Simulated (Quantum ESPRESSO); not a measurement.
# Strain and stress in Al3GeAs4

Calculated results; nothing here was measured. They come from pw.x of Quantum ESPRESSO 7.5, a plane-wave density functional program, with PseudoDojo standard norm-conserving files (v0.5 for PBE, v0.4.1 for LDA and PBEsol). The cells are made up: elements, strain and atom displacements were drawn at random, and nothing was relaxed. There is no spin polarisation, spin-orbit coupling or dispersion term.

The cell has 8 sites of a zincblende or diamond lattice. Sites 1 to 4 hold Al Al Ge Al; sites 5 to 8 hold As As As As. Cell vectors in Å: (5.845, 0.000, 0.000); (0.000, 5.845, 0.000); (0.000, 0.000, 5.845). Settings: PBE, cutoff 1143 eV, 6 x 6 x 6 k mesh shifted by half a step, Fermi-Dirac smearing of 0.1 eV.

Each run adds the same linear strain along x, y and z to one cell, with the atoms carried along; the vectors above are those of run 3. Stress is positive in tension and P is minus a third of its trace. E is the free energy for each atom above the lowest run shown.

| run | strain (%) | s_xx (GPa) | s_yy (GPa) | s_zz (GPa) | s_xy (GPa) | P (GPa) | E (meV/atom) |
| --- | --- | --- | --- | --- | --- | --- | --- |
| 1 | -2.45 | -3.70 | -4.19 | -2.93 | 5.00 | 3.61 | 13.16 |
| 2 | -2.19 | -3.14 | -3.62 | -2.39 | 4.82 | 3.05 | 9.36 |
| 3 | 0.01 | 0.90 | 0.51 | 1.47 | 3.48 | -0.96 | 0.00 |
| 4 | 0.78 | 2.05 | 1.68 | 2.55 | 3.08 | -2.09 | 5.55 |
| 5 | 1.23 | 2.66 | 2.30 | 3.13 | 2.86 | -2.70 | 10.72 |
| 7 | 2.05 | 3.69 | 3.35 | 4.10 | 2.48 | -3.71 | 23.45 |
| 6 | 1.52 | ? | ? | ? | ? | ? | ? |

A rerun of one of these cells at 1437 eV and k mesh 8 x 8 x 8 moved values by no more than 0.002 eV in the cell's energy, 0.02 GPa in stress and 0.013 eV/Å in force.

## Worked fit

A parabola through the six runs shown gives P = -0.93 - 1.58 e + 0.111 e² GPa, with e in per cent and a scatter of 0.02 GPa. A linear strain of 1 % changes the volume by about 3 %, so the bulk modulus of this cell with clamped atoms is about 53 ± 1 GPa at e = 0. The error is the larger of the fit's own and the change that a cubic makes, rounded up.

## Withheld run

Question: what P should run 6 give?

The fit gives -3.08 GPa. The calculation gave -3.07 GPa.

| run | strain (%) | s_xx (GPa) | s_yy (GPa) | s_zz (GPa) | s_xy (GPa) | P (GPa) | E (meV/atom) |
| --- | --- | --- | --- | --- | --- | --- | --- |
| 6 | 1.52 | 3.04 | 2.69 | 3.49 | 2.72 | -3.07 | 14.71 |